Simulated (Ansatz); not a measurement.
Theory: DFT PBE, scalar-relativistic, plane waves, PAW in Ansatz. Settings: cutoff 420 eV, Γ-centred meshes spaced at most about 0.3 Å⁻¹, and about 0.25 Å⁻¹ or finer for metals (2π included), Gaussian smearing. No spin polarisation in the final relaxations.

These are static total energies at zero pressure. All come from trial cells, and lower structures may exist.

Task: These unrelaxed guesses for RbHg are each relaxed within their symmetry. Order them by the energy at which they end, lowest first.
A.

```
Rb Hg
1.0
     3.46123    0.00000    0.00000
    -1.73062    2.99752    0.00000
     0.00000    0.00000    6.50813
Rb Hg
1 1
Cartesian
  0.0000 0.0000 3.2541
  0.0000 0.0000 0.0000
```

B.

```
Rb Hg
1.0
     0.00000    4.10052    4.10052
     4.10052    0.00000    4.10052
     4.10052    4.10052    0.00000
Rb Hg
2 2
Direct
  0.50000 0.50000 0.50000
  0.75000 0.75000 0.75000
  0.00000 0.00000 0.00000
  0.25000 0.25000 0.25000
```

C.

```
Rb Hg
1.0
     0.00000    3.32073    3.32073
     3.32073    0.00000    3.32073
     3.32073    3.32073    0.00000
Rb Hg
1 1
Direct
  0.75000 0.75000 0.75000
  0.00000 0.00000 0.00000
```

Result: B (ends in Fd-3m, NaTl (B32) type, 0 meV/atom), C (ends in F-43m, zinc blende type, 182 meV/atom), A (ends in P6/mmm, 205 meV/atom).

Spin–orbit coupling, which can matter for Hg, is left out. A magnetic state wasn't ruled out in cells without spin, among them F-43m. Cells relaxed within their symmetry can be saddle points. Some structure types and database cells were kept out of the candidates from the start, so a known form may be missing.
